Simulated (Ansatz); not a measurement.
SiO2:
```yaml
crystal:
  lattice:
    - [3.97877, 2.29714, 2.61635]
    - [-3.97877, 2.29714, 2.61635]
    - [0.00000, -4.59429, 2.61635]
  atoms:
    - { symbol: Si, position: [0.71533, 0.28467, 0.50000] }
    - { symbol: Si, position: [0.50000, 0.71533, 0.28467] }
    - { symbol: Si, position: [0.28467, 0.50000, 0.71533] }
    - { symbol: O, position: [0.30957, 0.69043, 0.50000] }
    - { symbol: O, position: [0.50000, 0.30957, 0.69043] }
    - { symbol: O, position: [0.69043, 0.50000, 0.30957] }
    - { symbol: O, position: [0.00000, 0.33394, 0.66606] }
    - { symbol: O, position: [0.66606, 0.00000, 0.33394] }
    - { symbol: O, position: [0.33394, 0.66606, 0.00000] }
```

Relaxed with r²SCAN. Special points in fractions of this cell's reciprocal vectors: Γ (0.000, 0.000, 0.000); L (0.500, 0.000, 0.000); T (0.500, -0.500, 0.500); P0 (0.383, -0.617, 0.383); P2 (0.383, 0.383, 0.383); F (0.500, -0.500, 0.000).

Task: List the band energies nearest the valence-band maximum at these points for r²SCAN (plane waves, PAW; program Ansatz).

Result: In eV from the valence-band maximum; about four levels below and three above (degenerate sets whole), none deeper than 8.9 eV; points with the same levels are listed once.

```csv
k,below,above
Γ,-0.86 -0.86 -0.37 -0.37 -0.02,6.35 9.90 10.33
L,-0.88 -0.81 -0.30 -0.06,8.03 8.44 9.81
T,-1.01 -1.01 -1.00 -0.80 -0.80,9.31 9.78 10.44 10.44
P0,-1.01 -1.00 -0.93 -0.72 -0.40,9.19 9.73 9.78
F,-0.98 -0.82 -0.46 -0.17,8.68 9.42 9.55
```

Space group R32. The first step of the workflow began from a Materials Project structure, measured or hypothetical; the Crystallography Open Database copy checked does not list it. It is not the phase usual at ambient conditions (space group No. 92, 152, 154). The r²SCAN relaxation kept the symmetry of its start; phonons show weakly imaginary modes.

Potentials: the earlier of the program's two PAW sets.
